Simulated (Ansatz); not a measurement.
Ansatz run, LuIr2Os2

input.yaml (Ansatz 0.2.0)

```yaml
crystal:
  lattice:
    - [0.0, 4.095587, 0.0]
    - [4.095587, 0.0, 0.0]
    - [2.047794, 2.047794, -4.758684]
  atoms:
    - { symbol: Os, position: [0.75, 0.25, 0.5] }
    - { symbol: Os, position: [0.25, 0.75, 0.5] }
    - { symbol: Lu, position: [0.0, 0.0, 0.0] }
    - { symbol: Ir, position: [0.375, 0.375, 0.25] }
    - { symbol: Ir, position: [0.625, 0.625, 0.75] }
  symmetry: { tolerance: 0.0003 }
kpoints:
  mp_grid: { grid: [6, 6, 6], shift: [0, 0, 0] }
  band_path:
    path:
      - [0.0, 0.0, 0.0]
      - [0.5, 0.5, 0.5]
      - [0.5, 0.5, 0.25]
      - [0.0, 0.5, 0.0]
      - [0.0, 0.0, 0.0]
      - [0.0, 0.0, -0.5]
      - [0.0, 0.40740904, -0.29629548]
      - [0.0, 0.59259096, 0.29629548]
      - [0.0, 0.0, 0.0]
      - [0.5, 0.5, 0.5]
      - [0.40740904, 0.59259096, 0.5]
    npoints: 7
magnetization:
  noncollinear: true
  spin_orbit: true
scf:
  occupations: { method: fermi_dirac }
  lower_state_search: "off"
  max_iter: 200
hamiltonian:
  pseudopotentials: { kind: paw_fr }
  xc: r2scan
basis:
  ecutwfc: 500
  fft_grid_basis: typed
output:
  forces: true
  stress: true
  eigenvalues: true
  bader: true
  populations: true
  elf: true
  write_potential: true
  volumetric_format: npy
  dos:
    e_range: [-12, 8]
    de: 0.05
    projected: { site_lists: { Ir: [Ir], Lu: [Lu], Os: [Os] } }
    method: { smearing: { sigma: 0.1, scheme: gaussian } }
  write_density: true
checkpoint:
  read: saved_state
```

Command:

```sh
ansatz run input.yaml --threads 2 --pin off --max-ram 5120MiB --backend cpu --events-out ev --progress --plain --runs-dir out
```

The run starts from an earlier solution of this cell. The state carries no moments; the state need not be the lowest.

Excerpt of what it printed:

```
Lu: projections on atomic orbitals take those of the free atom [Kr 4d10] 4f14 5s2 5p6 5d1 6s2, of charge +0.00 (hamiltonian.pseudopotentials.projection_atoms); the dataset's partial waves leave at most 6.8e-7 of an orbital's norm unspanned inside its sphere
Pseudopotentials: kind: paw_fr
Pseudopotential: Os, paw_fr, valence charge 16, recommended cutoff 500 eV (meta_gga), Os.paw.azcp#standard-fr
Pseudopotential: Lu, paw_fr, valence charge 25, recommended cutoff 500 eV (meta_gga), Lu.paw.azcp#standard-fr
Pseudopotential: Ir, paw_fr, valence charge 17, recommended cutoff 500 eV (meta_gga), Ir.paw.azcp#standard-fr
Functional definition: r2SCAN
  exchange = r2scan_x(k0 = k0, k1 = k1, a1 = a1)
  correlation = r2scan_c
Crystal: 5 atoms, lattice volume = 79.821 Å³
Basis set: ecut = 500 eV, 2025 PW (Γ), exchange–correlation on 120×120×180 points (64 copies of the dense FFT grid, shifted against one another)
Bands: 110, of which v1, the nominal top of the filled ones, is band 91 counted from 1 (90 counted from 0)
Symmetry: 16 space group operations + 16 with time reversal
Magnetic group: BNS 139.532 (UNI 1192), of the structure as read, at distance tolerance 1.3e-3 Å
k-points: 30 of 216
Initial density: read from a saved state, or passed on in memory by an earlier SCF of this step, an earlier step, the calling program or the single point that the run made first
Functional: x = r2scan, c = r2scan; τ floored in thin density (d = 2e-4 eV/Å³)
SCF iter   1: F=-61310.7060 eV  Δρ=4.95e-3  dr2=3.41e-3  dr2_τ=1.66e-3  dr2_m=0.00e0 (ungated)  |M|=0.00e0 ∫|m|=0.00e0 μB
SCF iter   2: F=-61310.7087 eV  Δρ=3.54e-3  dr2=1.16e-3  dr2_τ=3.88e-4  dr2_m=0.00e0 (ungated)  |M|=0.00e0 ∫|m|=0.00e0 μB
SCF iter   3: F=-61310.7091 eV  Δρ=1.87e-3  dr2=3.82e-4  dr2_τ=1.12e-4  dr2_m=0.00e0 (ungated)  |M|=0.00e0 ∫|m|=0.00e0 μB
SCF iter   4: F=-61310.7093 eV  Δρ=2.78e-4  dr2=5.35e-5  dr2_τ=3.26e-6  dr2_m=0.00e0 (ungated)  |M|=0.00e0 ∫|m|=0.00e0 μB
SCF iter   5: F=-61310.7093 eV  Δρ=1.54e-4  dr2=1.51e-5  dr2_τ=5.20e-7  dr2_m=0.00e0 (ungated)  |M|=0.00e0 ∫|m|=0.00e0 μB
SCF iter   6: F=-61310.7093 eV  Δρ=3.79e-5  dr2=1.33e-6  dr2_τ=5.40e-8  dr2_m=0.00e0 (ungated)  |M|=0.00e0 ∫|m|=0.00e0 μB
SCF iter   7: F=-61310.7093 eV  Δρ=1.07e-5  dr2=1.07e-7  dr2_τ=3.73e-9  dr2_m=0.00e0 (ungated)  |M|=0.00e0 ∫|m|=0.00e0 μB
SCF iter   8: F=-61310.7093 eV  Δρ=3.61e-6  dr2=1.45e-8  dr2_τ=3.08e-10  dr2_m=0.00e0 (ungated)  |M|=0.00e0 ∫|m|=0.00e0 μB
Magnetization: |M| = 0.0000 μB,  M = (+0.0000, +0.0000, +0.0000) μB
Absolute magnetization: 0.0000 μB (∫|m|)
  site 0: m = (+0.0000, +0.0000, +0.0000) μB, |m| = 0.0000 μB  (R = 0.98 Å)
  site 1: m = (+0.0000, +0.0000, +0.0000) μB, |m| = 0.0000 μB  (R = 0.98 Å)
  site 2: m = (+0.0000, +0.0000, +0.0000) μB, |m| = 0.0000 μB  (R = 1.29 Å)
  site 3: m = (+0.0000, +0.0000, +0.0000) μB, |m| = 0.0000 μB  (R = 0.98 Å)
  site 4: m = (+0.0000, +0.0000, +0.0000) μB, |m| = 0.0000 μB  (R = 0.98 Å)
Free energy (F): -61310.7093 eV
Harris-Foulkes:  -61310.7093 eV  (|F-HF|=2.84e-9)
Internal energy: -61310.5068 eV  (E = F + TS)
E sigma→0 (E₀):  -61310.6081 eV
Entropy (-TS):   -0.2025 eV (-40.499 meV/atom)
Fermi energy:    23.5512 eV
--- Per-component energies (eV) ---
  E_band       = -327.9199
  E_kinetic    = 2816.7044
  E_local      = -10273.6471  (includes V_loc(G=0)·N_el)
  E_nonlocal   = 685.9765
  E_hartree    = 4244.7157
  E_xc         = -1239.1179
  E_vxc        = -1599.6465  (∫ρ·V_xc dr)
  E_paw        = -43815.3293  (= ΣΔE_a)
  E_vpaw       = -541.8180  (= ΣTr[D̂ρ^β])
  E_aug_tail   = -0.0003  (compensation charges beyond the density's cutoff)
  E_vtau       = 95.0825  (kinetic-family band-sum trace: ∫τ·v_τ [+ j·A + Jᵃ·Aᵃ] dr)
  E_ewald      = -13729.0104
  E_core_change = -0.7986  (= ΣΔE_core)
  E_smearing   = -0.2025  (= −TS)
--- Forces (eV/Å), atoms counted from 1 ---
  atom   1  Os     0.0000     0.0000     0.0000
  atom   2  Os     0.0000     0.0000     0.0000
  atom   3  Lu     0.0000     0.0000     0.0000
  atom   4  Ir     0.0000     0.0000     3.9257
  atom   5  Ir     0.0000     0.0000    -3.9257
--- Stress (GPa, compression-positive) ---
       45.2795       0.0000       0.0000
        0.0000      45.2795       0.0000
        0.0000       0.0000      44.0536
  P = ⅓ Tr σ = 44.8709 GPa (448.709 kbar)
--- Bader charges: 5 sites ---
  site symbol  charge [e]  shift [e]  m_x [muB]  m_y [muB]  m_z [muB]
     0     Os     -0.1401     0.0006     0.0000     0.0000     0.0000
     1     Os     -0.1401     0.0006     0.0000     0.0000     0.0000
     2     Lu      1.7319     0.0000     0.0000     0.0000     0.0000
     3     Ir     -0.7258     0.0006     0.0000     0.0000     0.0000
     4     Ir     -0.7258     0.0006     0.0000     0.0000     0.0000
```

Origin: a known structure type with other elements, at an estimated volume, so it need not be a known compound. Caveats: started without moments under time reversal, so no moment could form; atoms or cell far from equilibrium.

Problem. How long did it run, and on what?

Solution. It took 3 min on 2 threads of Arm Neoverse V2, with other jobs on the host, peak memory 1.5 GiB, starting from a saved density.
